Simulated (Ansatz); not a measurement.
## Br (solid)

The computed numbers are results of HSE06, scalar-relativistic (no spin polarisation) in the plane-wave PAW code Ansatz at 420 eV, 4×4×2 k-mesh, Gaussian smearing of 0.05 eV; PAW files: Ansatz's generated set soft_2.

```cif
data_structure
_symmetry_space_group_name_H-M 'Cmce'
_symmetry_Int_Tables_number 64
_cell_length_a 7.4509
_cell_length_b 4.3981
_cell_length_c 8.8546
_cell_angle_alpha 90.000
_cell_angle_beta 90.000
_cell_angle_gamma 90.000
_cell_volume 290.16
loop_
_atom_site_label
_atom_site_type_symbol
_atom_site_symmetry_multiplicity
_atom_site_Wyckoff_symbol
_atom_site_fract_x
_atom_site_fract_y
_atom_site_fract_z
_atom_site_occupancy
Br1 Br 8 f 0.50000 0.63125 0.11266 1
```

The database's entry of this formula in the relaxed cell's space group, Cmce, has axes of 4.493 × 6.598 × 8.701 Å and 32.25 Å³/atom (1984), the relaxed one 4.398 × 7.451 × 8.855 Å and 36.27.

At this volume the pressure is 0.30 GPa; it isn't quite the equilibrium of this level of theory.

The run used a cell of 4 atoms; the mesh refers to it.

```json
{
  "Volume": "36.27 Å³/atom",
  "Band gap": "2.86 eV",
  "Smallest direct gap": "2.86 eV"
}
```

Within 0.6 eV of the edges the projected states are 99 % Br 4p at the top of the valence band and 94 % Br 4p at the bottom of the conduction band. 

Pressures of hybrids are less tightly converged. The structure is built of weakly bound molecules, and this functional has no dispersion term, so their spacing and all that hangs on it (volume, the soft elastic constants, low modes, dielectric constants) are poorly given.
